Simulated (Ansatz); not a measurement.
SnO$_{2}$ (rutile)

```
CELL_PARAMETERS angstrom
      4.82756     0.00000     0.00000
      0.00000     4.82756     0.00000
      0.00000     0.00000     3.23791
ATOMIC_POSITIONS crystal
  Sn 0.00000 0.00000 0.00000
  Sn 0.50000 0.50000 0.50000
  O  0.30660 0.30660 0.00000
  O  0.80660 0.19340 0.50000
  O  0.19340 0.80660 0.50000
  O  0.69340 0.69340 0.00000
```

In this cell atom 5 (O, nearest neighbour Sn at 2.089 Å; its periodic images, 3.2 Å or more away, move with it) is moved by s along Cartesian x, unit vector (1.000, 0.000, 0.000); all other atoms and the cell stay fixed.

Level of theory: PBE (plane waves to 420 eV, PAW, scalar-relativistic; Ansatz, a program for electronic structure). k mesh 6×6×8 (Γ-centred), Fermi-Dirac smearing 0.05 eV. The energy includes the smearing's −TS. SnO2 was relaxed with its symmetry unable to fall. The PAW data are Ansatz's earlier set. ΔE is measured from the undisplaced structure.

```tsv
s (Å)	ΔE (meV/cell)
-0.420	922
-0.336	607
-0.252	351
-0.168	160
-0.084	41
0.000	0
0.084	43
0.168	174
0.252	398
0.336	722
0.420	withheld
```

Q: Fit a polynomial form (powers 2, 3, 4) to the given rows and predict ΔE at s = 0.420.

A: Least squares on the 10 given rows: ΔE = (5924)·s² + (1510)·s³ + (-354.7)·s⁴, in meV/cell with s in Å; root-mean-square residual 0.4 meV/cell. At 0.420 the fit gives 1146 meV/cell; the calculation gives 1150 meV/cell, so the extrapolation is off by -4 (-0.3 %). The quadratic term alone would give 1045 meV/cell.

(For displaced atoms, the force is minus the slope of the energy, and its curvature is a force constant, which sets phonon frequencies.)
